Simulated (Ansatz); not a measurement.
## Zn: strain energy, fitted

Zn, P6_3/mmc, a = 2.595 Å, c = 4.991 Å. Ansatz: r2SCAN, PAW, 500 eV, Γ-centred 24×24×10 mesh on 2 atoms, Gaussian smearing 0.10 eV; no spin polarisation. Series: uniaxial strain along c, with a, b and atoms relaxed; x is the strain in per cent. y is the free energy over the unstrained cell, V0 = 14.555 Å³/atom.

```
x (%) y (meV/atom)
 -3.0          1.33
 -2.0          0.20
 -1.0             ?
  0.0          0.00
  1.0          0.69
  2.0          2.07
  3.0          3.93
```

Question: Fit y = c2 x² + c3 x³ to the other rows, turn c2 into a modulus, and predict the missing energy.

Answer: Least squares on the rows shown. y = 0.2926 x² + 0.05391 x³. In eV per unit strain² c2 is 2.926; this is Young's modulus along the axis (E = ½ Y V0 ε²): 2 × 2.926 × 160.2 / (14.555) = 64 GPa. With a term in x⁴ added, the coefficient of x² becomes 0.3077, 5 % more, which shows how far this figure hangs on the form. At x = -1.0 the fit asked for gives 0.24 meV/atom. The run gave -0.13 meV/atom, so the fit is 0.37 meV/atom too high, within twice the rms miss on the fitted rows (0.37 meV/atom): the form describes this series only roughly.

Cost: 7 runs of about 23 core-minutes in all, on Arm Neoverse V1 (shared hosts).